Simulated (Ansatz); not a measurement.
MoPd (rock salt, Fm-3m), plane-wave PAW PBEsol (Ansatz code), all energies at zero smearing, with the estimated change up to a 700 eV cutoff added, with one set of potentials and settings (totals compare only within such a set). Cell of 2 atoms (1 Pd, 1 Mo): -11801.836 eV.

| element | reference phase | E (eV/atom) |
|---|---|---|
| Pd | Fm-3m, 1 atoms in the cell | -6906.6520 |
| Mo | Im-3m, 1 atoms in the cell | -4897.4695 |

Formation energy per atom, worked out: (-11801.836 − 1×(-6906.6520) − 1×(-4897.4695))/2 = 1.143 eV/atom (110 kJ per mol of atoms), at 0 K, without zero-point energy or fitted corrections.

The start of the workflow was typed in or built on a structure type; neither database checked (COD, Materials Project) lists it. Its standing as an ambient phase is unchecked. Symmetry was held in the PBEsol relaxation. At this level the phase is mechanically unstable. No spin polarisation was allowed. Its formation energy is positive at this level, so the cell may be metastable or incomplete. The references are the lowest solids computed at this level, not always the standard phases.

Potentials: the later of the program's two PAW sets.
